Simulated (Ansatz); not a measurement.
Ta3Sn:
```
CELL_PARAMETERS angstrom
      0.00000     3.35532     3.35532
      3.35532     0.00000     3.35532
      3.35532     3.35532     0.00000
ATOMIC_POSITIONS crystal
  Sn 0.00000 0.00000 0.00000
  Ta 0.50000 0.50000 0.50000
  Ta 0.25000 0.25000 0.25000
  Ta 0.75000 0.75000 0.75000
```

Relaxed with PBE. Special points in fractions of this cell's reciprocal vectors: Γ (0.000, 0.000, 0.000); X (0.500, 0.000, 0.500); U (0.625, 0.250, 0.625); K (0.375, 0.375, 0.750); L (0.500, 0.500, 0.500); W (0.500, 0.250, 0.750).

Task: List the band energies nearest the Fermi level at these points for the program Ansatz at the PBE with spin–orbit coupling level (PAW).

Result: In eV from the Fermi level; about four levels below and three above (degenerate sets whole), none deeper than 8.9 eV; points with the same levels are listed once.

```json
[
 {"k": "Γ", "below": "-0.71 -0.71 -0.71 -0.71", "above": "0.15 0.15 2.57 2.57 2.57 2.57"},
 {"k": "X", "below": "-1.21 -1.21 -1.18 -1.18", "above": "0.46 0.46 0.58 0.58"},
 {"k": "U", "below": "-0.49 -0.49 -0.01 -0.01", "above": "0.35 0.35 1.22 1.22"},
 {"k": "L", "below": "-0.72 -0.72 -0.62 -0.62", "above": "0.45 0.45 0.63 0.63"},
 {"k": "W", "below": "-0.25 -0.25 -0.14 -0.14", "above": "0.29 0.29 1.56 1.56"}
]
```

Space group Fm-3m. The cell is a constructed one: a structure type filled with these elements; neither database checked (COD, Materials Project) lists it. COD files the formula under space group No. 223, so this cell is another polymorph or a model. Whether it is the stable phase at ambient conditions was not checked. The PBE relaxation kept the symmetry of its start; its stability against distortions is not shown here. No spin polarisation was allowed.

Potentials: the earlier of the program's two PAW sets.
